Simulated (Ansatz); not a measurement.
GaN:
```
GaN
1.0
    0.00000     2.24893     2.24893
    2.24893     0.00000     2.24893
    2.24893     2.24893     0.00000
Ga N
1 1
Direct
  0.00000   0.00000   0.00000
  0.25000   0.25000   0.25000
```

Relaxed with r²SCAN. Special points in fractions of this cell's reciprocal vectors: Γ (0.000, 0.000, 0.000); X (0.500, 0.000, 0.500); U (0.625, 0.250, 0.625); K (0.375, 0.375, 0.750); L (0.500, 0.500, 0.500); W (0.500, 0.250, 0.750).

Q: List the band energies nearest the valence-band maximum at these points for r²SCAN (plane waves, PAW; program Ansatz).

A: In eV from the valence-band maximum; about four levels below and three above (degenerate sets whole), none deeper than 8.9 eV; … stands for higher levels left out; points with the same levels are listed once.

```csv
k,below,above
Γ,0.00 0.00 0.00,2.17 …
X,-6.24 -2.80 -2.80,3.77 7.30 …
U,-5.96 -4.37 -2.25,5.48 8.60 …
L,-7.19 -1.00 -1.00,5.22 9.48 …
W,-5.78 -3.82 -3.72,6.74 9.20 …
```

Space group F-43m (zinc blende). Symmetry was held in the r²SCAN relaxation. Spin–orbit coupling is left out wherever it is not named.

Potentials: the later of the program's two PAW sets.
